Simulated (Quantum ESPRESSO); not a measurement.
```xyz
4
Lattice="4.0804 0.0000 0.0000 0.0000 4.1979 0.0000 0.0000 0.0000 15.9000" Properties=species:S:1:pos:R:3 pbc="T T T"
Ge     0.0000     0.1048     1.2101
Se     0.0000     0.3486    -1.2957
Se     2.0402     2.5333     1.3360
Sn     2.0402     2.3339    -1.3360
```

The layer was cut from Materials Project entry mp-1218835 and relaxed with PBEsol in a cell 15.9 Å high, with the Coulomb interaction truncated along z.

Problem. What does norm-conserving PBEsol (Quantum ESPRESSO, 86 Ry, without SOC) give for the electronic structure near the Fermi level?

Solution. The PBEsol gap is indirect, 0.84 eV, from 14 % of the way from Y to Γ to 86 % of the way from Γ to X; the smallest direct gap is 0.96 eV. Spin-orbit splittings are left out.

This is a model layer cut from the bulk structure; whether it is stable on its own was not checked.
